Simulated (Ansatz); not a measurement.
Calculated 135Ba nuclear quadrupole resonance for BaZnSbF

Cell: a structure deposited in the COD, atoms as given.

```cif
data_structure
_symmetry_space_group_name_H-M 'P 1'
_symmetry_Int_Tables_number 1
_cell_length_a 4.4383
_cell_length_b 4.4383
_cell_length_c 9.7789
_cell_angle_alpha 90.000
_cell_angle_beta 90.000
_cell_angle_gamma 90.000
_cell_volume 192.63
loop_
_atom_site_label
_atom_site_type_symbol
_atom_site_fract_x
_atom_site_fract_y
_atom_site_fract_z
_atom_site_occupancy
Ba1 Ba 0.00000 0.50000 0.35079 1
Ba2 Ba 0.50000 0.00000 0.64921 1
Zn3 Zn 0.50000 0.50000 0.00000 1
Zn4 Zn 0.00000 0.00000 0.00000 1
Sb5 Sb 0.50000 0.00000 0.16604 1
Sb6 Sb 0.00000 0.50000 0.83396 1
F7 F 0.50000 0.50000 0.50000 1
F8 F 0.00000 0.00000 0.50000 1
```

Sites (sets of like atoms) are named by element and the number of their first atom in this list.

Level of theory: DFT, PBE, plane waves and PAW, scalar-relativistic, 420 eV cutoff, Γ-centred 8×8×4 k-points, Fermi–Dirac smearing 0.05 eV (Ansatz 0.2.0).

135Ba: I = 3/2, Q = 153.0 mb (year-2017 value). Static lattice, zero field.

**Question.** At which frequencies do the 135Ba NQR lines lie?

**Answer.** For I = 3/2 there is one line, ν = (|C_Q|/2)(1 + η²/3)^½.

```csv
site,atoms,V_zz (10²¹ V/m²),C_Q (MHz),η,line frequencies (MHz)
Ba,"1, 2",3.47,12.8,0.00,6.41
```

**Question.** And for 137Ba (I = 3/2, Q = 236.0 mb) on Ba?

**Answer.** C_Q scales with Q to 19.8 MHz, with lines at 9.89 MHz.

An axis of threefold or higher order runs through Ba, so V_zz lies along it and η is zero.

The run finds no gap above 0.1 eV (a metal, or nearly one), so the gradients can move by 10 % or more with the k-mesh. Without spin–orbit coupling (the program notes it for Ba and Sb) the gradients can shift somewhat, as the gap is small.

The run took 61 s of wall time (61 s of CPU time) and 0.71 GiB at its peak, on 1 thread of Arm Neoverse V1 (aarch64; 28 cores open to the job, memory cap 3.0 GiB, no GPU), a shared host with a load of 0.7 a core.
